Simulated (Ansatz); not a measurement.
**¹⁷O NMR of the central transition in InP2H6NO6**

Cell: a refined structure from the COD, ions relaxed with PBE at fixed cell.

Space group P6_3mc (No. 186); a = 5.4705, c = 13.0895 Å, γ = 120.00°.

```csv
site,Wyckoff,site symmetry,x,y,z
In,2b,3m.,0.6667,0.3333,0.3999
H3,2b,3m.,0.3333,0.6667,0.6379
H5,2a,3m.,0.0000,0.0000,0.4410
H7,6c,.m.,0.4358,0.8716,0.2248
H13,2b,3m.,0.3333,0.6667,0.1195
P15,2b,3m.,0.3333,0.6667,0.5305
P17,2a,3m.,0.0000,0.0000,0.3335
N,2b,3m.,0.3333,0.6667,0.1982
O21,6c,.m.,0.8451,0.1549,0.2963
O27,6c,.m.,0.4896,0.9792,0.5002
```

One atom of each set is listed.

All values are calculated (Ansatz; DFT, r2SCAN, plane waves and PAW, scalar-relativistic, 500 eV cutoff, Γ-centred 5×5×2 k-points, Fermi–Dirac smearing 0.02 eV), not measured.

¹⁷O has I = 5/2 and Q = -25.58 mb (Pyykkö 2018); at 21.1 T its Larmor frequency is ν₀ = 121.8 MHz. Only the quadrupole interaction is simulated: positions count from each site's isotropic chemical shift, and J coupling is left out, as are shift anisotropy and dipolar coupling, which fast spinning averages.

(1) Simulate the second-order pattern (fast magic-angle spinning, Gaussian broadening 0.07 kHz) of site O21 (1 P at 1.55 Å, 1 In at 2.17 Å, angle 123°).

Results:

(1) The calculation gives C_Q = -5.29 MHz and η = 0.53, so ν_Q = 0.794 MHz and the centre of gravity lies at -12.4 ppm (-1.51 kHz).

(offset (kHz), height): (-3.772, 0), (-3.604, 4), (-3.436, 8), (-3.269, 8), (-3.101, 9), (-2.933, 14), (-2.765, 27), (-2.598, 29), (-2.430, 33), (-2.262, 37), (-2.094, 50), (-1.926, 100), (-1.759, 72), (-1.591, 66), (-1.423, 68), (-1.255, 81), (-1.088, 84), (-0.920, 61), (-0.752, 52), (-0.584, 46), (-0.417, 42), (-0.249, 39), (-0.081, 13), (0.087, 0)

The largest force is 0.6 eV/Å, so the atoms aren't at the calculated equilibrium and relaxing them would move these values. Without spin–orbit coupling (the program notes it for In) the gradients are little affected as a rule: paired runs on crystals with a gap mostly move them by under 2 % at such atoms. The entry's hydrogen positions were far off; the other atoms hardly move on relaxation.
